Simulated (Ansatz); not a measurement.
Starting cell, WSi$_{2}$ (MoSi2 type, space group I4/mmm):

```yaml
crystal:
  lattice:
    - [-1.60615, 1.60615, 3.90288]
    - [1.60615, -1.60615, 3.90288]
    - [1.60615, 1.60615, -3.90288]
  atoms:
    - { symbol: W, position: [0.00000, 0.00000, 0.00000] }
    - { symbol: Si, position: [0.33486, 0.33486, 0.00000] }
    - { symbol: Si, position: [0.66514, 0.66514, 0.00000] }
```

Scan: atom 1 (W, nearest neighbour Si at 2.612 Å; its periodic images, 3.2 Å or more away, move with it) is displaced along Cartesian z, direction (0.000, 0.000, 1.000) in Cartesian axes, by s. The other atoms stay.

Computed with r2SCAN (plane waves to 500 eV, PAW, scalar-relativistic; Ansatz, a program for electronic structure). k mesh 16×16×16 (Γ-centred), Fermi-Dirac smearing 0.05 eV. E stands for the smeared free energy. Left out: 4 of 11 points, with atoms too close for the PAW data. With partly filled bands, energies and forces of such displacements shift with the k mesh and the smearing. Spin-orbit coupling is left out, though W is heavy. The PAW data are Ansatz's earlier set. WSi2 is run without spin polarisation. WSi2 was relaxed with its symmetry unable to fall. ΔE is measured from the undisplaced structure.

The scan covers s from -0.468 to 0.468 Å in 7 points.

Problem. Is the energy the same for equal positive and negative displacements?

Solution. Even: the same for both signs. With its periodic images moving along, the atom's site symmetry in this cell is 4/mmm.

Problem. What force acts on the atom along the line at s = -0.468 Å?

Solution. 9.22 eV/Å.

Problem. What is the force constant k = d²E/ds² of this move at s = 0?

Solution. 15.3 eV/Å².

(A displaced cell: forces are minus the slopes of the energy, force constants its curvatures, and phonons follow from these.)
